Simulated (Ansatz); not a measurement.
The relaxed structure here is a generated cell of ZrO2: the first start was made by placing the elements on the sites of a structure type, and the end was not matched to a known phase here, so it may be hypothetical. Known forms of ZrO2 include space group No. 14, 137, 225.

One starting cell of ZrO2 (a generated cell, ZrO2 placed in the beta-tridymite structure type) was relaxed twice with Ansatz (plane waves, PAW, scalar-relativistic): with r2SCAN at 500 eV and with PBE at 420 eV. The r2SCAN result:

ZrO2 is modelled in the hexagonal space group P6₃/mmc (No. 194), Pearson symbol hP12. Cell: a = b = 6.400 Å, c = 10.439 Å, α = β = 90.00°, γ = 120.00°. Zr on 4f is surrounded by 4 O at 1.959 Å (tetrahedral). O1 on 2c sees 2 Zr at 1.959 Å (linear). O2 on 6g is coordinated by 2 Zr at 1.959 Å (linear). (Neighbours: up to the widest gap in distance over summed covalent radii, below 1.35, at either atom; cation-cation and far metal-metal contacts left out.)

```tsv
quantity	r2SCAN	PBE
space group	P6₃/mmc	P6₃/mmc
volume (Å³/atom)	30.85	(withheld)
a (Å)	6.400	(withheld)
c (Å)	10.439	(withheld)
gap (eV, no spin-orbit coupling)	5.28	(withheld)
```

Problem. What does PBE give for the same quantities?

Solution. 
- volume (Å³/atom), PBE: 31.20
- a (Å), PBE: 6.423
- c (Å), PBE: 10.481
- gap (eV, no spin-orbit coupling), PBE: 4.70

Both levels end in the same structure; PBE's volume is 1.1 % larger; its gap is 0.58 eV smaller. Neither column is exact.

No spin polarisation in the result.

The run could not lose the symmetry of its start; a randomly shaken copy of 12 atoms returns to this structure.

Ansatz is a first-principles code.
